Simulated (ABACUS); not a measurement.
Input and output of a self-consistent single point for Ge (P6_3/mmc, 8 atoms in the cell; from Materials Project mp-1007760, changed as shown) (ABACUS).

Level of theory: LDA (PW92), PseudoDojo 0.4 standard norm-conserving LDA (tails mended) pseudopotentials (plane waves; ABACUS 3.10.1).

The change in words: lattice scaled by 0.98. Reference geometry (P6_3/mmc):
```xyz
8
Lattice="3.9204 0.0000 0.0000 0.0000 6.7904 0.0000 0.0000 0.0000 6.4720" Properties=species:S:1:pos:R:3 pbc="T T T"
Ge     1.9602     1.1317     0.4071
Ge     0.0000     2.2635     6.0649
Ge     0.0000     2.2635     3.6431
Ge     1.9602     1.1317     2.8289
Ge     0.0000     4.5269     0.4071
Ge     1.9602     5.6587     6.0649
Ge     1.9602     5.6587     3.6431
Ge     0.0000     4.5269     2.8289
```

Reference input (self-consistent single point, DFT, LDA (PW92), plane waves, PseudoDojo 0.4 standard norm-conserving LDA (tails mended) pseudopotentials): KPT = Gamma 6 4 4 0 0 0; basis_type = pw; dft_functional = PWLDA; ecutwfc = 78 Ry; smearing_method = fd; smearing_sigma = 0.00734986 Ry; potentials = PseudoDojo 0.4 standard norm-conserving LDA (tails mended); symmetry = 1; symmetry_prec = 1e-05; ks_solver = dav_subspace; scf_nmax = 100; scf_thr = 1.0e-09 Ry. This run's input differs from it in these lines:

```diff
@@ -27,5 +27,5 @@
 LATTICE_VECTORS
-   7.4085522188    0.0000000000    0.0000000000
-   0.0000000000   12.8319868280    0.0000000000
-   0.0000000000    0.0000000000   12.2303301553
+   7.2603806831    0.0000000000    0.0000000000
+   0.0000000000   12.5753469025    0.0000000000
+   0.0000000000    0.0000000000   11.9857240057
```

The program printed (abridged):

```
 SELF-CONSISTENT
 -------------------------------------------
                                 init_chg = atomic

 PW ALGORITHM --------------- ION=   1  ELEC=   1--------------------------------

 Notice: Threshold on eigenvalues was too large.

 Density error is 0.167151867331
                          Error Threshold = 0.000147945640128
 E_KohnSham     -1427.7408920754     -19425.4113998291
 E_Fermi        0.7906932294         10.7579332892

 PW ALGORITHM --------------- ION=   1  ELEC=   2--------------------------------

 Density error is 0.0573676704036
                          Error Threshold = 0.000149242738688
   [... lines left out ...]

 Density error is 2.92136732382e-09
                          Error Threshold = 1.81018007965e-11
 E_KohnSham     -1427.7252148726     -19425.1981005413
 E_Fermi        0.8117953412         11.0450422501

 PW ALGORITHM --------------- ION=   1  ELEC=  10--------------------------------

 Density error is 1.85451335515e-11
                          Error Threshold = 2.60836368198e-12
 E_KohnSham     -1427.7252148732     -19425.1981005497
 E_KS(sigma->0) -1427.7246244285     -19425.1900671377
 E_entropy(-TS) -0.0011808894        -0.0160668239
 E_Fermi        0.8117963198         11.0450555650
 charge density convergence is achieved
 final etot is -19425.198101 eV
 EFERMI = 11.045055565 eV

 STATE ENERGY(eV) AND OCCUPATIONS    NSPIN == 1
   [... 65 lines left out ...]

 TOTAL-FORCE (eV/Angstrom)
                       Ge1         0.0000000000         0.0022568762         0.0512632436
                       Ge2         0.0000000000        -0.0022540115        -0.0512613825
                       Ge3         0.0000000000        -0.0022540115         0.0512613825
                       Ge4         0.0000000000         0.0022568762        -0.0512632436
                       Ge5         0.0000000000         0.0022540115         0.0512613825
                       Ge6         0.0000000000        -0.0022568762        -0.0512632436
                       Ge7         0.0000000000        -0.0022568762         0.0512632436
   [... lines left out ...]

 TOTAL-STRESS (KBAR)
        81.8772000162         0.0000000000         0.0000000000
         0.0000000000        77.9011972844        -0.0000000000
         0.0000000000         0.0000000000        76.7015333472
 TOTAL-PRESSURE: 78.826644 KBAR

 --------------------------------------------
 !FINAL_ETOT_IS -19425.1981005497000297 eV
 --------------------------------------------
```

The run converged in 10 iterations. Against the reference run the free energy rises by 38.6 meV/atom, the pressure goes from 2.14 to 7.88 GPa and the largest force goes from 0.018 to 0.051 eV/Å.

The structure comes from a collection of computed structures, made at another level of theory; the collection holds predicted forms beside known ones. Its lattice was then scaled. No clean gap shows at this smearing width and mesh (spacing up to 0.27 Å⁻¹); the mesh is coarse for partly filled bands, so the values carry mesh errors. Semi-local functionals can close small gaps.

Cost on one core: about 6 core-minutes (a rough figure).

“Tails mended”: in these copies of the files the far tail of each local potential was reset to the Coulomb form.
